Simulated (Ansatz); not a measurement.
Consider the following.

NiS₂:
```cif
data_Ni2S4
_chemical_formula_sum 'Ni2 S4'
_space_group_name_H-M_alt 'P 1'
_space_group_IT_number 1
_cell_length_a 3.94043
_cell_length_b 5.21941
_cell_length_c 5.31361
_cell_angle_alpha 90.000
_cell_angle_beta 114.498
_cell_angle_gamma 90.000
loop_
_space_group_symop_operation_xyz
  'x, y, z'
loop_
_atom_site_label
_atom_site_type_symbol
_atom_site_fract_x
_atom_site_fract_y
_atom_site_fract_z
_atom_site_occupancy
Ni1 Ni 0.00000 0.00000 0.50000 1
Ni2 Ni 0.00000 0.50000 0.00000 1
S1 S 0.15737 0.88303 0.17059 1
S2 S 0.84263 0.38303 0.32941 1
S3 S 0.15737 0.61697 0.67059 1
S4 S 0.84263 0.11697 0.82941 1
```

This is the r²SCAN+D4-relaxed structure.

All from DFT-r²SCAN+D4 in the program Ansatz with PAW potentials, unless another level is named. Give the electron effective mass.

0.43, 0.73, 2.7 mₑ (principal values).

Predict the weight of the conduction-edge state by species (Voronoi cells).

Ni 63 %, S 37 %.

And the valence-band maximum?

at Γ.

Space group P2_1/c. The workflow started from a Materials Project entry (that database holds measured and hypothetical structures alike); the Crystallography Open Database copy checked does not list it. COD files the formula under space group No. 205, so this cell is another polymorph or a model. Its standing as an ambient phase is unchecked. The cell was relaxed with r²SCAN+D4 under the symmetry of its start; whether a distortion lowers the energy is not shown. The run is not spin-polarised.

Potentials: the later of the program's two PAW sets.

Edges and masses are those of Kohn–Sham bands, whose gap is no quasiparticle gap.
